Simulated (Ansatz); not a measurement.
TaC in space group P6/mmm (No. 191; Ta on 3f, C on 1a, C on 2d) at seven volumes, plane-wave PAW PBE (Ansatz code), shape and atoms relaxed at each. One row is withheld.

```tsv
V (Å³/atom)	P (GPa)
12.290	26.63
12.696	16.35
13.101	7.54
13.506	0.00
13.911	-6.46
14.316	?
14.721	-16.71
```

Question: Fit the shown pressures and predict the withheld one.

Answer: P = (3/2)B₀(x^(7/2) − x^(5/2))[1 + (3/4)(B′ − 4)(x − 1)] with x = (V₀/V)^(2/3). Least squares on the six rows gives V₀ = 13.506 Å³/atom, B₀ = 232 GPa, B′ = 4.15. At V = 14.316, x = 0.9619 and P = -11.98 GPa. The run itself gave -11.99 GPa.

The cell is a constructed one: a structure type filled with these elements; neither database checked (COD, Materials Project) lists it. It is not the phase usual at ambient conditions (space group No. 225). Symmetry was held in the PBE relaxation; whether a distortion lowers the energy is not shown. No spin polarisation was allowed. Spin–orbit coupling is left out wherever it is not named.

Potentials: the later of the program's two PAW sets.
